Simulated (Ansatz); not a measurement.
## What DFT gives for ZrSi₂

```xyz
6
Lattice="1.8578 7.2964 0.0000 1.8578 -7.2964 0.0000 0.0000 0.0000 -3.6657" Properties=species:S:1:pos:R:3 pbc="T T T"
Zr    1.8578   -5.7496   -2.7493
Zr    1.8578    5.7496   -0.9164
Si    1.8578    3.6482   -2.7493
Si    1.8578   -3.6482   -0.9164
Si    1.8578   -2.1160   -2.7493
Si    1.8578    2.1160   -0.9164
```

Single point in Ansatz 0.2.0 with r2SCAN, no spin polarisation. Cutoff 500 eV, PAW datasets, 8×8×8 Γ-centred k mesh, fermi-dirac filling (width 0.1 eV).

Problem. Is the cell too large or too small?

Solution. The pressure is 10.9 GPa (compression positive), so with the atoms held at these fractions the cell would first expand; the forces are large, so a full relaxation may end otherwise. The principal stresses 5.3, 13.1, 14.2 GPa differ, so its shape would change too.

Problem. What happens at the Fermi level?

Solution. It is a metal, with about 3.5 states/eV a cell as the mean within 0.25 eV of the Fermi level, mostly Zr d (52 %) and Si p (25 %).

Problem. Which element gives electrons and which takes them?

Solution. Bader charges in e: Zr +1.14, Si -0.87 to -0.27. In the mean Zr gives up most and Si takes most.

Problem. Where is the largest force?

Solution. The largest is on Si5 (and as large on other atoms): 2.64 eV/Å, components (0.00, 2.64, 0.00). It makes 130° with the line to a nearest neighbour, Si4 at 2.39 Å.

Problem. What is the formation energy?

Solution. 0.17 eV an atom against the elements' usual phases (free molecules for gases, crystals otherwise, with no correction for O₂ or N₂), so at this geometry it isn't bound against them. Relaxing would lower it.

Origin: a database entry at a rescaled volume. Caveats: forces this large suggest misplaced atoms in the database entry; atoms or cell far from equilibrium.
